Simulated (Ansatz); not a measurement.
**Kick test of a cell of TiB₄**

The structure comes from a generated guess, relaxed at this level; another structure or a mixture of phases may lie lower.

These are results of Ansatz, DFT PBE, scalar-relativistic, plane waves, PAW, not measurements. Cutoff 420 eV; k points 12×12×8 on the computed 5-atom cell (Γ-centred); Gaussian smearing, width 0.10 eV; no spin polarisation.

The cell below (5 atoms, space group Pmmm (No. 47)) is relaxed within its symmetry.

```
CELL_PARAMETERS angstrom
3.01584 0.00000 0.00000
0.00000 3.19973 0.00000
0.00000 0.00000 5.10585
ATOMIC_POSITIONS crystal
Ti 0.00000 0.50000 0.00000
B 0.50000 0.00000 0.82586
B 0.00000 0.00000 0.33774
B 0.00000 0.00000 0.66226
B 0.50000 0.00000 0.17414
```

For the test a repeat of it with 10 atoms (edges 3.02, 3.20, 10.21 Å) was strained at random (σ = 1.5 % a component), the atoms were moved at random (σ = 0.15 Å), and all was relaxed again on a coarse 8×6×2 mesh (in the run’s order of axes) with 0.20 eV smearing, with no symmetry imposed.

**Question.** Is the structure stable against such a distortion?

**Answer.** It doesn't return. The energy falls by 250 meV/atom on that mesh, the volume changes by -15.4 %, and the end has space group Cmmm (No. 65) at a loose tolerance. Relaxed again on a 12×12×12 mesh with 0.10 eV smearing, the new structure lies 249 meV/atom below the first (mesh in the axes of the run's cell; the cell below is made exact in the group named). Space group Cmmm (No. 65), orthorhombic, a = 3.113 Å, b = 8.730 Å, c = 3.063 Å. Ti has 12 B at 2.34–2.35 Å and 2 B at 2.61 Å; B on its first site has 1 B at 1.68 Å, 2 B at 1.78 Å and 4 Ti at 2.34 Å; B on its second site is surrounded by 4 B at 1.78 Å, 2 Ti at 2.35 Å and 1 Ti at 2.61 Å.

```
Ti B
1.0
     1.55651   -4.36525    0.00000
     1.55651    4.36525    0.00000
     0.00000    0.00000    3.06343
Ti B
1 4
Direct
  0.00000 0.00000 0.00000
  0.59608 0.40392 0.50000
  0.29900 0.70100 0.00000
  0.70100 0.29900 0.00000
  0.40392 0.59608 0.50000
```
